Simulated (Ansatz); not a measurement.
InAs:
```
CELL_PARAMETERS angstrom
      0.00000     3.05416     3.05416
      3.05416     0.00000     3.05416
      3.05416     3.05416     0.00000
ATOMIC_POSITIONS crystal
  As 0.75000 0.75000 0.75000
  In 0.00000 0.00000 0.00000
```

Relaxed with r²SCAN. Special points in fractions of this cell's reciprocal vectors: Γ (0.000, 0.000, 0.000); X (0.500, 0.000, 0.500); U (0.625, 0.250, 0.625); K (0.375, 0.375, 0.750); L (0.500, 0.500, 0.500); W (0.500, 0.250, 0.750).

**Question.** List the band energies nearest the Fermi level at these points for plane-wave PAW r²SCAN with spin–orbit coupling (Ansatz code).

**Answer.** In eV from the Fermi level; about four levels below and three above (degenerate sets whole), none deeper than 8.9 eV; points with the same levels are listed once.

```tsv
k	below	above
Γ	-0.01 -0.01 -0.01 -0.01	3.83 3.83 4.29 4.29 4.29 4.29
X	-2.42 -2.42 -2.41 -2.41	1.76 1.76 2.23 2.23
U	-3.34 -3.33 -2.04 -2.04	2.30 2.31 4.42
L	-1.21 -1.21 -0.97 -0.97	1.13 1.13 4.82 4.82
W	-3.08 -2.99 -2.98 -2.86	4.25 4.42 4.46
```

Space group F-43m (zinc blende). Symmetry was held in the r²SCAN relaxation; phonons on a q-mesh show no instability.

Potentials: the later of the program's two PAW sets.
